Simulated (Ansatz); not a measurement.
Perturbing InSe

Base: a COD entry whose atoms were relaxed with PBE, the cell held.

```xyz
8
Lattice="4.0500 0.0000 0.0000 -2.0250 3.5074 0.0000 0.0000 0.0000 16.9300" Properties=species:S:1:pos:R:3 pbc="T T T"
In    0.0000    2.3383    2.8322
In    2.0250    1.1691   11.2972
In    0.0000    2.3383    5.6328
In    2.0250    1.1691   14.0978
Se    0.0000    2.3383   10.0191
Se    2.0250    1.1691    1.5541
Se    0.0000    2.3383   15.3759
Se    2.0250    1.1691    6.9109
```

Sites (sets of like atoms) are named by element and the number of their first atom in this list.

Computed with Ansatz: DFT, PBE, plane waves and PAW, scalar-relativistic, 420 eV cutoff, Γ-centred 13×13×3 k-points, Fermi–Dirac smearing 0.05 eV.

**Question.** Variant: z compressed by 1 %, ions relaxed. What happens to the gradients (10²¹ V/m²)?

**Answer.** 

```
site       atoms  V_zz base  η base  V_zz variant  η variant
  In  1, 2, 3, 4     -10.80    0.00        -10.88       0.00
  Se  5, 6, 7, 8      -7.06    0.00         -7.12       0.00
```

The largest change of V_zz is on In, from -10.80 to -10.88. In per cent, |V_zz| changes by +1 on In, +1 on Se (all sites that start above 0.5).

Without spin–orbit coupling (the program notes it for In) the gradients can shift somewhat, as the gap is small.
For the base: With a gap of 0.4 eV under a smearing of 0.05 eV the band edges are partly filled, so small gradients can hang on the smearing and the k-mesh.
For the variant: With a gap of 0.3 eV under a smearing of 0.05 eV the band edges are partly filled, so small gradients can hang on the smearing and the k-mesh.
